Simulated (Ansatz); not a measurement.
Ga$_{2}$O$_{3}$ (corundum)

```
CELL_PARAMETERS angstrom
      2.52887     1.46004     4.54110
     -2.52887     1.46004     4.54110
      0.00000    -2.92008     4.54110
ATOMIC_POSITIONS crystal
  Ga 0.85584 0.85584 0.85584
  Ga 0.64416 0.64416 0.64416
  Ga 0.14416 0.14416 0.14416
  Ga 0.35584 0.35584 0.35584
  O  0.05313 0.44687 0.75000
  O  0.75000 0.05313 0.44687
  O  0.44687 0.75000 0.05313
  O  0.94687 0.55313 0.25000
  O  0.25000 0.94687 0.55313
  O  0.55313 0.25000 0.94687
```

E(V) scan at fixed shape, V₀ the volume above. The atoms relax within the cell's symmetry.

Method: PBE (plane waves to 420 eV, PAW, scalar-relativistic; Ansatz, a program for electronic structure). k mesh 8×8×8 (Γ-centred), Fermi-Dirac smearing 0.05 eV. The energy includes the smearing's −TS. Compression counts positive. With the shape held, the modulus is that of even scaling; a crystal free to change shape is softer. Ga2O3 was relaxed with its symmetry unable to fall. The zero of ΔE is the relaxed starting cell.

| V (Å³/atom) | ΔE (meV/atom) |
|---|---|
| 9.054 | 76.3 |
| 9.255 | 46.9 |
| 9.457 | 25.4 |
| 9.658 | withheld |
| 9.859 | 2.6 |
| 10.060 | 0.0 |
| 10.261 | 2.4 |
| 10.463 | 9.4 |
| 10.664 | 20.3 |
| 10.865 | 34.9 |
| 11.066 | 52.7 |

Fit a third-order Birch-Murnaghan form (E₀, V₀, B₀, B₀′ free) to the given rows and predict ΔE at V = 9.658.

Least squares on the 10 given rows: ΔE = E₀ + (9V₀B₀/16)·y²·[2 + (B₀′ − 4)y], y = (V₀/V)^(2/3) − 1, with V₀ = 10.061 Å³/atom, B₀ = 200.1 GPa (160.2 GPa = 1 eV/Å³; the term in eV is multiplied by 1000), B₀′ = 4.49, E₀ = 0.01 meV/atom; root-mean-square residual 0.04 meV/atom. At 9.658 the fit gives 10.9 meV/atom; the calculation gives 10.8 meV/atom, so the interpolation is off by 0.1 (+0.9 %). For the pressure the fit gives 9.0 GPa against the computed 9.0 GPa.

(Under strain, the slope of the energy per volume gives the stress and its curvature an elastic modulus.)
